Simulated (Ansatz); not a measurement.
## Trial structures of InGaTe3: starts and ends

Method: DFT PBE, scalar-relativistic, plane waves, PAW (Ansatz 0.2.0). All cells share a 420 eV cutoff and Γ-centred k meshes spaced at most about 0.3 Å⁻¹ (about 0.25 or finer for metals, 2π included). No spin polarisation in the final relaxations.

Each guess was relaxed in cell and atoms at zero pressure, within the symmetry of its start. All energies are static (0 K, no zero-point motion). Coordination counts Te atoms around Ga and In (those within 1.25 times the shortest such distance or 1.15 times the sum of covalent radii; a plus sign parts nearer from farther groups; the shortest distance is added where it is long for a bond).

```tsv
guess	made from	start group	V start (Å³/atom)	end group	V end (Å³/atom)	coordination at the end	gap on mesh (eV)	E over the lowest end (meV/atom)
1	random cell	R-3m	34.4	R-3m	38.0	In 6, Ga 6 from 3.4 Å	0	0
2	random cell	Pm-3m	28.2	Pm-3m (cubic perovskite)	37.7	In 6, Ga 12 from 4.1 Å	0	204
3	random cell	P6mm	29.8	P6mm	44.4	In 6+1, Ga 1	0	192
4	random cell	P6/mmm	30.5	P6/mmm	38.4	In 12 from 4.2 Å, Ga 6 from 3.2 Å	0	96
5	random cell	Pm-3m	36.1	?	?	?	?	?
```

Guess 5 as it starts:

```
CELL_PARAMETERS angstrom
5.64887 0.00000 0.00000
0.00000 5.64887 0.00000
0.00000 0.00000 5.64887
ATOMIC_POSITIONS crystal
In 0.50000 0.50000 0.50000
Ga 0.00000 0.00000 0.00000
Te 0.50000 0.00000 0.00000
Te 0.00000 0.50000 0.00000
Te 0.00000 0.00000 0.50000
```

Problem. Predict the end of this guess and its energy over the lowest end.

Solution. It ends in the cubic perovskite type, space group Pm-3m (No. 221), with a = 5.470 Å, 32.7 Å³/atom and no gap. It lies 22 meV/atom over the lowest end, above guess 1 and below guess 4. Counting Te atoms around Ga and In, this end has In 12 from 3.9 Å, Ga 6 and the lowest (guess 1) has In 6, Ga 6 from 3.4 Å.

```
In Ga Te
1.0
     5.47026    0.00000    0.00000
     0.00000    5.47026    0.00000
     0.00000    0.00000    5.47026
In Ga Te
1 1 3
Cartesian
  2.7351 2.7351 2.7351
  0.0000 0.0000 0.0000
  2.7351 0.0000 0.0000
  0.0000 2.7351 0.0000
  0.0000 0.0000 2.7351
```

Energies over the elements count from the elements' standard structures at the same level, with no fitted energy shifts.

Problem. Is the lowest end bound against the elements?

Solution. No: its formation energy is +0.12 eV/atom. A positive value: parting into the elements would lower its energy.

The k mesh leaves some 4 meV/atom of noise in the energy of each metallic cell. These runs have no spin–orbit coupling, which can matter for Te. The reference form of Te is held partly by dispersion forces, which this level lacks. Cells relaxed within their symmetry can be saddle points. A lower structure may well exist outside this small set. Some structure types and database cells were kept out of the candidates from the start, so a known form may be missing.
